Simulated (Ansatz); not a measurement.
AlO$_{16}$Zn$_{15}$:
```
AlO16Zn15
1.0
    6.46320     0.00000     0.00000
   -3.23160     5.59729     0.00000
    0.00000     0.00000    10.44013
Al O Zn
1 16 15
Direct
  0.00000   0.00000   0.24962
  0.00000   0.00000   0.42111
  0.00000   0.00000   0.93953
  0.00035   0.50017   0.43745
  0.99757   0.49879   0.94111
  0.49983   0.99965   0.43745
  0.50121   0.00243   0.94111
  0.49983   0.50017   0.43745
  0.50121   0.49879   0.94111
  0.84720   0.15280   0.19499
  0.83396   0.16604   0.68692
  0.84720   0.69441   0.19499
  0.83396   0.66793   0.68692
  0.30559   0.15280   0.19499
  0.33207   0.16604   0.68692
  0.33333   0.66667   0.18700
  0.33333   0.66667   0.69068
  0.00000   0.00000   0.74966
  0.00324   0.50162   0.24979
  0.99888   0.49944   0.74965
  0.49838   0.99676   0.24979
  0.50056   0.00112   0.74965
  0.49838   0.50162   0.24979
  0.50056   0.49944   0.74965
  0.83278   0.16722   0.49908
  0.83391   0.16609   0.99830
  0.83278   0.66557   0.49908
  0.83391   0.66781   0.99830
  0.33443   0.16722   0.49908
  0.33219   0.16609   0.99830
  0.33333   0.66667   0.50190
  0.33333   0.66667   0.99666
```

Relaxed with r²SCAN.

Question: Map the electron localisation function on the plane through (0.000, 0.000, 0.250) spanned by u = [0, 0, 1] and v = [1, -1, 0] in lattice vectors, from plane-wave PAW r²SCAN (Ansatz code).

Answer: x is the fraction of u, y of v (the angle between them is 90°; rows are the nearest grid lines); atoms in the plane: Al at (0.00, 0.00), O at (0.17, 0.00), O at (0.69, 0.00), O at (0.19, 0.50), O at (0.69, 0.50), O at (0.95, 0.85), O at (0.44, 0.83), O at (0.94, 0.33), O at (0.44, 0.33), Zn at (0.50, 0.00).
```
y \ x   0.000  0.100  0.175  0.275  0.375  0.450  0.550  0.625  0.725  0.825  0.900   1.00
------  -----  -----  -----  -----  -----  -----  -----  -----  -----  -----  -----  -----
1.00    0.010  0.860  0.230  0.410  0.097  0.039  0.028  0.814  0.688  0.074  0.069  0.010
0.925   0.712  0.410  0.670  0.103  0.269  0.203  0.127  0.417  0.374  0.082  0.650  0.712
0.850   0.803  0.039  0.169  0.001  0.813  0.477  0.249  0.082  0.001  0.122  0.804  0.803
0.775   0.559  0.034  0.130  0.142  0.608  0.802  0.129  0.057  0.118  0.128  0.612  0.559
0.700   0.056  0.023  0.035  0.059  0.033  0.062  0.041  0.021  0.054  0.047  0.032  0.056
0.625   0.081  0.045  0.091  0.058  0.023  0.054  0.070  0.049  0.095  0.041  0.031  0.081
0.550   0.064  0.280  0.802  0.438  0.061  0.137  0.150  0.660  0.809  0.072  0.103  0.064
0.450   0.036  0.264  0.822  0.352  0.089  0.125  0.136  0.637  0.821  0.059  0.116  0.036
0.375   0.731  0.043  0.142  0.033  0.706  0.802  0.198  0.081  0.027  0.126  0.818  0.731
0.300   0.770  0.034  0.169  0.013  0.744  0.715  0.253  0.076  0.011  0.133  0.808  0.770
0.225   0.135  0.026  0.057  0.118  0.111  0.251  0.058  0.030  0.095  0.075  0.190  0.135
0.150   0.042  0.021  0.027  0.037  0.017  0.029  0.034  0.019  0.037  0.026  0.023  0.042
0.0750  0.062  0.501  0.720  0.122  0.049  0.128  0.171  0.419  0.641  0.045  0.071  0.062
0.000   0.010  0.860  0.230  0.410  0.097  0.039  0.028  0.814  0.688  0.074  0.069  0.010
```

The density is the valence pseudo-density with augmentation charge, so density and ELF within about 1 Å of a nucleus are not all-electron values.

Space group P3m1. The start of the workflow was typed in or built on a structure type; neither database checked (COD, Materials Project) lists it. Whether it is the stable phase at ambient conditions was not checked. The r²SCAN relaxation kept the symmetry of its start; whether a distortion lowers the energy is not shown.

Potentials: the later of the program's two PAW sets.
